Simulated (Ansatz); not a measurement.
CuCl:
```
CuCl
1.0
    0.00000     2.71203     2.71203
    2.71203     0.00000     2.71203
    2.71203     2.71203     0.00000
Cu Cl
1 1
Direct
  0.00000   0.00000   0.00000
  0.75000   0.75000   0.75000
```

Tensor components refer to the Cartesian frame of this cell.

**Question.** Give the high-frequency dielectric tensor and the Born effective charge tensors of the independent atoms from DFPT, DFT-PBE in the program Ansatz with PAW potentials.

**Answer.** 
ε∞:
```
5.27  0.00  0.00
0.00  5.27  0.00
0.00  0.00  5.27
```
Z* of atom 1 (Cu), rows: field, columns: displacement, in e:
```
1.14  0.00  0.00
0.00  1.14  0.00
0.00  0.00  1.14
```
Z* of atom 2 (Cl), rows: field, columns: displacement, in e:
```
-1.14   0.00   0.00
 0.00  -1.14   0.00
 0.00   0.00  -1.14
```

Static charges for comparison (Bader): Cu1 +0.60, Cl2 -0.60 e. Born charges measure polarisation by displacement and can exceed these by far.

Space group F-43m (zinc blende). The cell was relaxed with PBE under the symmetry of its start; phonons on a q-mesh show no instability. The run is not spin-polarised.

Potentials: the later of the program's two PAW sets.
